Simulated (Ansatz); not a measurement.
Q: Name crystals whose computed values (r²SCAN (plane waves, PAW; program Ansatz)) fall in these windows: gap (eV) 0.88 to 1.1; HSE06 gap (eV) 1.2 to 1.5; Θ_D (K) 260 to 340.

A: 

```csv
crystal,gap (eV),HSE06 gap (eV),Θ_D (K)
"GaAs, P4_2/mnm (Ga on 4g, As on 4f)",1.00,1.34,293
"InP, P6_3mc (In on 2b, P on 2b, In on 2a, P on 2a)",1.07,1.40,303
```
Others may fit too.

Typed or built starts, not in the databases checked: GaAs, P4_2/mnm (Ga on 4g, As on 4f). Not the usual ambient phase: GaAs, P4_2/mnm (Ga on 4g, As on 4f); InP, P6_3mc (In on 2b, P on 2b, In on 2a, P on 2a). All cells were relaxed under the symmetry of their starts (and spin orders); stability against distortions was not tested throughout. Scalar-relativistic: spin–orbit coupling is off unless named, which matters more the heavier the elements.

Potentials: the later of the program's two PAW sets.
